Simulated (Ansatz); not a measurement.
The cell below belongs to a search over invented structures; it isn't taken from experiment.

Input and command of a plane-wave DFT calculation in Ansatz:

```yaml
crystal:
  lattice:
    - [-1.9620843269, 3.7666010511, 5.4918082051]
    - [1.9620843269, -3.7666010511, 5.4918082051]
    - [1.9620843269, 3.7666010511, -5.4918082051]
  atoms:
    - { symbol: K, position: [0.3410964448, 0.8410964448, 0.5] }
    - { symbol: K, position: [0.6589035552, 0.1589035552, 0.5] }
    - { symbol: Zr, position: [0.0, 0.0, 0.0] }
    - { symbol: O, position: [0.2571588042, 0.0, 0.2571588042] }
    - { symbol: O, position: [0.7428411958, 0.0, 0.7428411958] }
basis:
  ecutwfc: 420
kpoints:
  mp_grid: { grid: [12, 12, 12] }
hamiltonian:
  xc: pbe
scf:
  occupations: { method: gaussian, width: 0.1 }
output:
  forces: true
  stress: true
  eigenvalues: true
  write_density: true
  write_potential: true
  elf: true
  volumetric_format: npy
relax:
  adjacent_minimum: "off"
  f_tol: 0.01
  max_steps: 80
  cell: { stress_tol: 0.05 }
```

```bash
ansatz run input.yaml --threads 1 --pin off --max-ram 2560MiB --backend cpu --events-out ev --progress --plain --runs-dir out
```

Processor: Intel(R) Xeon(R) Platinum 8259CL CPU @ 2.50GHz (Skylake/Cascade Lake), 1 thread, on a host shared with other jobs.

Problem. How long does it run, and how much memory does it take?

Solution. About 4.9 min, peak memory 1.2 GiB. It solves 26 bands at 280 k points (after reduction by symmetry) with about 3189 plane waves (on the last cell), in 33 SCF iterations over 4 ionic steps.
